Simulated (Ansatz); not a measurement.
## BeAs₂: settings compared (Ansatz)

The input file (Ansatz 0.2.0, plane waves):

```yaml
crystal:
  lattice:
    - [3.645415, 0.0, 0.0]
    - [0.0, 3.645415, 0.0]
    - [0.0, 0.0, 7.547772]
  atoms:
    - { symbol: Be, position: [0.0, 0.5, 0.281] }
    - { symbol: Be, position: [0.5, 0.0, 0.719] }
    - { symbol: As, position: [0.0, 0.0, 0.0] }
    - { symbol: As, position: [0.5, 0.5, 0.0] }
    - { symbol: As, position: [0.0, 0.5, 0.639] }
    - { symbol: As, position: [0.5, 0.0, 0.361] }
  symmetry: { tolerance: 0.0003 }
kpoints:
  mp_grid: { grid: [5, 5, 3], shift: [0, 0, 0] }
magnetization:
  spin_polarized: false
scf:
  occupations: { method: fermi_dirac }
hamiltonian:
  pseudopotentials: { kind: paw }
  xc: r2scan
basis:
  ecutwfc: 500
output:
  forces: true
  stress: true
  eigenvalues: true
```

Run with:

```bash
ansatz run input.yaml --threads 1 --pin off --max-ram 2560MiB --backend cpu --events-out ev --progress --plain --runs-dir out
```

Origin of the cell: a known structure type with other elements, at an estimated volume, so it need not be a known compound.

The smearing width isn't typed, so it takes its default of 0.1 eV.

Output of this run (shortened):

```
Pseudopotentials: kind: paw
Pseudopotential: Be, paw, valence charge 2, recommended cutoff 500 eV (meta_gga), Be.paw.azcp
Pseudopotential: As, paw, valence charge 15, recommended cutoff 500 eV (meta_gga), As.paw.azcp
Functional definition: r2SCAN
  exchange = r2scan_x(k0 = k0, k1 = k1, a1 = a1)
  correlation = r2scan_c
Crystal: 6 atoms, lattice volume = 100.303 Å³
Basis set: ecut = 500 eV, 2563 PW (Γ), exchange–correlation on 108×108×240 points (64 copies of the dense FFT grid, shifted against one another)
Bands: 39, of which v1, the nominal top of the filled ones, is band 32 counted from 1 (31 counted from 0)
Symmetry: 16 space group operations
Space group: P4/nmm (ITA 129), of the structure as read, at distance tolerance 1.4e-3 Å
[… 7 lines left out …]
Initial density: superposition of atomic densities (neutral atoms: chi_scale 0, normalization atom), corrected by the library's trained network
Functional: x = r2scan, c = r2scan; τ floored in thin density (d = 2e-4 eV/Å³)
SCF iter   1: F=—  HF=-19641.218638 eV  Δρ=4.47e-3  dr2=4.07e-2  dr2_τ=1.84e-2
SCF iter   2: F=—  HF=-19641.282853 eV  Δρ=3.08e-3  dr2=1.61e-2  dr2_τ=9.73e-5  defer=2
SCF iter   3: F=—  HF=-19641.281937 eV  Δρ=1.68e-3  dr2=4.68e-3  dr2_τ=4.00e-5  defer=2
SCF iter   4: F=—  HF=-19641.281260 eV  Δρ=1.95e-4  dr2=8.94e-5  dr2_τ=3.64e-6  defer=2
SCF iter   5: F=—  HF=-19641.281300 eV  Δρ=6.50e-5  dr2=7.96e-6  dr2_τ=1.10e-7  defer=2
SCF iter   6: F=—  HF=-19641.281300 eV  Δρ=2.97e-5  dr2=3.83e-6  dr2_τ=2.68e-8  defer=2
SCF iter   7: F=—  HF=-19641.281300 eV  Δρ=1.38e-5  dr2=2.89e-7  dr2_τ=9.61e-9  defer=2
SCF iter   8: F=-19641.281300 eV  HF=-19641.281300 eV  Δρ=3.80e-6  dr2=2.05e-8  dr2_τ=1.66e-10
SCF 1 converged in 8 iterations: F = -19641.281300 eV  dr2 = 2.05e-8
SCF converged after 8 iterations
Free energy (F): -19641.281300 eV
Harris-Foulkes:  -19641.281300 eV  (|F-HF|=2.68e-9)
Internal energy: -19641.208000 eV  (E = F + TS)
E sigma→0 (E₀):  -19641.244650 eV
Entropy (-TS):   -0.073300 eV (-12.217 meV/atom)
Fermi energy:    10.590117 eV
--- Per-component energies (eV) ---
  E_band       = -946.959443
  E_kinetic    = 442.443381
  E_local      = -7108.179615  (includes V_loc(G=0)·N_el)
  E_nonlocal   = -2673.737620
  E_hartree    = 3934.213291
  E_xc         = -331.022113
  E_vxc        = -379.199660  (∫ρ·V_xc dr)
  E_paw        = -7509.267119  (= ΣΔE_a)
  E_vpaw       = 882.894802  (= ΣTr[D̂ρ^β])
  E_aug_tail   = -0.000023  (compensation charges beyond the density's cutoff)
  E_vtau       = 20.393131  (kinetic-family band-sum trace: ∫τ·v_τ [+ j·A + Jᵃ·Aᵃ] dr)
  E_ewald      = -6389.804496
  E_core_change = -5.853685  (= ΣΔE_core)
  E_smearing   = -0.073300  (= −TS)
  Σ components = -19641.281300   (vs F -19641.281300, Δ=0.00e0)
--- Forces (eV/Å), atoms counted from 1 ---
  atom   1  Be     0.000000     0.000000     0.540345
  atom   2  Be     0.000000     0.000000    -0.540345
  atom   3  As     0.000000     0.000000     0.000000
  atom   4  As    -0.000000     0.000000     0.000000
  atom   5  As     0.000000     0.000000    -0.837723
  atom   6  As     0.000000     0.000000     0.837723
  max |Σ_I F_I| component: 0.00e0 eV/Å
--- Stress (GPa, compression-positive) ---
       -0.610432       0.000000       0.000000
        0.000000      -0.610432       0.000000
        0.000000       0.000000      -7.154462
  P = ⅓ Tr σ = -2.7918 GPa (-27.918 kbar)
```

The same input was run again with these changes:

1. `scf.lower_state_search` default → standard; `scf.mixing.preconditioner` default → resta
2. `basis.xc_grid` default → 4
3. `scf.lower_state_search` default → standard; `basis.ecutwfc` 500 → "51.4 Ry"
4. `hamiltonian.dispersion` default → d4; `hamiltonian.xc` r2scan → pbe

```csv
run,end,SCF iterations,P (GPa),max force component (eV/Å),moment (μB),ΔE(σ→0) (meV/atom)
base,converged,8,-2.79,0.838,–,0
1,converged,7,-2.79,0.838,–,0.00
2,converged,8,-2.79,0.838,–,0.00
3,converged,8,-2.80,0.837,–,-0.52
4,converged,7,-5.13,0.719,–,–
```

Energies are compared only where functional, datasets, charge and starting cell are the same.

Caveats of the base run: the k mesh is coarse if the cell is a metal.

The base run took 8.1 s on 1 thread of Intel(R) Xeon(R) Platinum 8375C CPU @ 2.90GHz (Ice Lake), on a shared host, peak memory 0.61 GiB, from the program's own first density.
